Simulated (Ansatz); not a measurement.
ZnIn2O4 (spinel, Fd-3m), DFT-PBEsol in the program Ansatz with PAW potentials. The conduction-band minimum lies at Γ, with 1 equivalent valley. Second derivatives d²E/dk² of the lowest band at one valley (eV·Å²), along Cartesian directions:

```
direction  d²E/dk²
---------  -------
[100]        42.91
[010]        42.91
[001]        42.91
[110]        42.90
[101]        42.90
[011]        42.90
```

Problem. Find the principal effective masses, the density-of-states mass and the conductivity mass.

Solution. Off-diagonal terms follow from H_xy = H[110] − (H_xx + H_yy)/2, and m*/mₑ = 7.620 eV·Å² over each eigenvalue: 0.18, 0.18, 0.18. One valley's DOS mass (m₁m₂m₃)^(1/3) = 0.18, conductivity mass 3/(Σ 1/mᵢ) = 0.18 mₑ.

Problem. What effective density of states Nc follows at 300 K for parabolic valleys?

Solution. Nc = 2.509e19 × 1 × (0.18)^(3/2) ≈ 1.9e18 cm⁻³.

The first step of the workflow began from a Materials Project structure, measured or hypothetical; the Crystallography Open Database copy checked does not list it. Its standing as an ambient phase is unchecked. The cell was relaxed with PBEsol under the symmetry of its start; of distortions, only those at the zone centre were tested. Scalar-relativistic: spin–orbit coupling is off unless named, which matters more the heavier the elements.

Potentials: the later of the program's two PAW sets.

Edges and masses are those of Kohn–Sham bands, whose gap is no quasiparticle gap.
